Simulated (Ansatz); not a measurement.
ScHg3: pressure against volume

A database entry relaxed whole under r2SCAN (P6_3/mmc):

```
Sc Hg
1.0
     6.41958    0.00000    0.00000
    -3.20979    5.55952    0.00000
     0.00000    0.00000    4.81689
Sc Hg
2 6
Cartesian
  0.0000 3.7063 1.2042
  3.2098 1.8532 3.6127
  3.2098 3.6782 1.2042
  -1.5806 4.6189 3.6127
  1.6292 0.9406 1.2042
  0.0000 1.8813 3.6127
  4.7903 0.9406 1.2042
  1.5806 4.6189 3.6127
```

The cell was scaled uniformly, its shape held, and the atoms relaxed at each volume with plane-wave PAW DFT (Ansatz 0.2.0; r2SCAN, 500 eV, 6×6×7 Γ-centred mesh, fermi-dirac occupations of width 0.100 eV; no spin, no spin-orbit coupling). One row is withheld.

```csv
volume (Å³/atom),energy over the lowest (meV/atom),pressure (GPa)
20.200,20.0,5.49
20.630,8.3,3.42
21.059,?,?
21.489,0.0,0.00
21.919,2.1,-1.39
22.349,7.7,-2.61
22.779,16.4,-3.67
```

Q: Fit the pressures of the other rows to the third-order Birch-Murnaghan form.

A: With f = [(V₀/V)^(2/3) − 1]/2 and P = 3B₀f(1 + 2f)^(5/2)[1 + 3(B₀′ − 4)f/2], least squares gives V₀ = 21.49 Å³ an atom, B₀ = 74.4 GPa and B₀′ = 5.7; the rows miss the fit by less than 0.01 GPa. The slope of the energies differs from these pressures by 0.09 GPa, since they are taken to zero smearing while pressures follow the free energy.

Q: What does the withheld row hold?

A: The fit gives 1.60 GPa at 21.059 Å³; the run gave 1.59 GPa and 1.9 meV an atom.

Caveats: the shape of the cell was held, so B₀ is an upper bound where the axes differ in stiffness; 0 K, fixed nuclei; the symmetry was kept, and this need not be the phase that is stable at 0 K; one mesh for all volumes; pressure is positive in compression.
